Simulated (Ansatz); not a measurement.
## What moves the field gradients of SbTePd?

Cell of run 1: an entry of the Crystallography Open Database (COD), atoms as given.

```cif
data_SbTePd
_symmetry_space_group_name_H-M 'P2_13'
_symmetry_Int_Tables_number 198
_cell_length_a 6.5362
_cell_length_b 6.5362
_cell_length_c 6.5362
_cell_angle_alpha 90.000
_cell_angle_beta 90.000
_cell_angle_gamma 90.000
loop_
_atom_site_label
_atom_site_type_symbol
_atom_site_symmetry_multiplicity
_atom_site_Wyckoff_symbol
_atom_site_fract_x
_atom_site_fract_y
_atom_site_fract_z
Sb Sb 4 a 0.6271 0.6271 0.6271
Te Te 4 a 0.3728 0.3728 0.3728
Pd Pd 4 a 0.9980 0.9980 0.9980
```

One atom of each set is listed.

Relaxed positions (PBE, cell held):

Sb (0.6280, 0.6280, 0.6280)
Te (0.3728, 0.3728, 0.3728)
Pd (0.0032, 0.0032, 0.0032)

All runs are DFT with Ansatz 0.2.0 (plane waves and PAW, scalar-relativistic unless spin–orbit coupling is named, Γ-centred meshes, Fermi–Dirac smearing where given) in this cell.

Run 1: PBE, atoms as given; 420 eV, 5×5×5 k-points, smearing 0.05 eV.
Run 2: PBE, atoms relaxed; 420 eV, 5×5×5 k-points, smearing 0.05 eV.
Run 3: r2SCAN, at the relaxed atoms; 500 eV, 5×5×5 k-points, smearing 0.05 eV.

```tsv
run	Sb V_zz (η)	Te V_zz (η)	Pd V_zz (η)
1	19.17 (0.00)	6.18 (0.00)	-1.59 (0.00)
2	21.2 (0.00)	4.60 (0.00)	-1.80 (0.00)
3	?	?	?
```

V_zz in 10²¹ V/m².

Q: Estimate the row of run 3.

A: Sb: 22.3 (0.00); Te: 6.46 (0.00); Pd: -1.81 (0.00). It lies nearest to run 2, from whose tensors on these sites it differs by 1.86 at most (largest principal value of the difference, on Te). Taken one at a time, the positions of the atoms (as given or relaxed) move the tensors on these sites by up to 1.99 (largest principal value of the change, on Sb), the functional (r2SCAN with its higher cutoff) by 1.86 (Te). Without a gap such differences can lie within the error of the k-mesh, so this order isn't firm.

Without spin–orbit coupling the gradients at and beside Te can be off by some per cent, at some sites by more. With these PAW files V_zz is typically within 2 to 3 % of all-electron values, but misses above 10 % occur on Pd, Sb. In runs 1, 2, 3 there is no gap above 0.1 eV, so the gradients can move by 10 % or more with the k-mesh. In run 1 the atoms aren't at the calculated equilibrium (largest force 0.44 eV/Å).
